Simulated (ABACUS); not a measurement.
Set-up for a self-consistent single point of AlGa3N4 (Pm, 8 atoms in the cell; from Materials Project mp-1228943, changed as shown).

```xyz
8
Lattice="5.1456 0.0000 0.0000 0.0000 3.1037 0.0000 -0.0037 0.0000 5.4836" Properties=species:S:1:pos:R:3 pbc="T T T"
Al     0.0001     1.5519     3.6592
Ga     2.5669     1.5519     1.8381
Ga     2.5651     0.0000     4.5586
Ga     5.1445     0.0000     0.9114
N      0.6121     1.5519     1.8716
N      0.5979     0.0000     4.5257
N      3.1907     0.0000     0.9108
N      3.2526     1.5519     3.6592
```

Computed with PBEsol, PseudoDojo 0.4 standard norm-conserving PBEsol (tails mended) pseudopotentials (plane waves; ABACUS 3.10.1).

ABACUS settings:

| setting | value |
|---|---|
| KPT | Gamma 3 7 3 0 0 0 |
| basis_type | pw |
| dft_functional | PBESOL |
| ecutwfc | 84 Ry |
| smearing_method | fixed |
| potentials | PseudoDojo 0.4 standard norm-conserving PBEsol (tails mended) |
| symmetry | 1 |
| symmetry_prec | 1e-05 |
| ks_solver | dav |
| scf_nmax | 100 |
| scf_thr | 1.0e-09 Ry |
| mixing_type | broyden |
| mixing_beta | 0.7 |

Results:

Number of valence electrons: 62
Number of bands: 41
Number of k-points after the program's reduction: 20
Number of plane waves (most at a k-point): 7727
Number of SCF iterations: 11
FFT grid: 60 × 36 × 64
Free energy E − TS: -7427.4467 eV
Pressure: 3.81 GPa
Largest force (vector length): 0.399 eV/Å

Forces (eV/Å):
| atom | Fx | Fy | Fz |
|---|---|---|---|
| Al1 | -0.102 | 0.000 | -0.153 |
| Ga2 | -0.123 | 0.000 | 0.197 |
| Ga3 | -0.135 | 0.000 | 0.172 |
| Ga4 | -0.113 | 0.000 | -0.195 |
| N5 | 0.152 | 0.000 | 0.068 |
| N6 | 0.219 | 0.000 | 0.333 |
| N7 | 0.119 | 0.000 | -0.219 |
| N8 | -0.016 | 0.000 | -0.203 |

Stress (GPa, positive for compression):
```
 1.05   0.00  -0.05
 0.00   8.60   0.00
-0.05   0.00   1.77
```

For comparison: a first run was changed to give this one (lattice vector b scaled by 0.98), and from it to this one the free energy goes up by 5.6 meV/atom, the pressure goes from -0.32 to 3.81 GPa and the largest force goes from 0.152 to 0.399 eV/Å.

The structure comes from a collection of computed structures, made at another level of theory; the collection holds predicted forms beside known ones.

Cost on one core: around 4 core-minutes (rough).

“Tails mended”: in these copies of the files the far tail of each local potential was reset to the Coulomb form.
